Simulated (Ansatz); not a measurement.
Values for one crystal, relaxed and computed with plane-wave PAW r²SCAN (Ansatz code); other levels are named.

| Property | Result |
|---|---|
| Volume per atom | 17.81 Å³ |
| Electronic character | metallic (no gap) |
| Density of states at the Fermi level | 0.07 states/eV per atom (mean over ±0.08 eV) |
| Formation energy from the elements (no fitted shifts) | -1.31 eV/atom |

Problem. Pick the material that matches.
A) Ni5Ge3, C2/c (Pearson symbol mS32)
B) Ni3Ge, Cu3Au type
C) ZrGeS, P4/nmm (Zr on 2c, Ge on 2a, S on 2c)
D) Zr2CN, R-3m (Zr on 6c, C on 3a, N on 3b)

Solution. C, ZrGeS, P4/nmm (Zr on 2c, Ge on 2a, S on 2c)

The first step of the workflow began from a Materials Project structure, measured or hypothetical; the Crystallography Open Database files this formula in space group No. 129, but the cells were not matched. Its standing as an ambient phase is unchecked. The cell was relaxed with r²SCAN under the symmetry of its start; whether a distortion lowers the energy is not shown. No spin polarisation was allowed. The references are the lowest solids computed at this level, not always the standard phases. Scalar-relativistic: spin–orbit coupling is off unless named, which matters more the heavier the elements.

Potentials: the earlier of the program's two PAW sets.
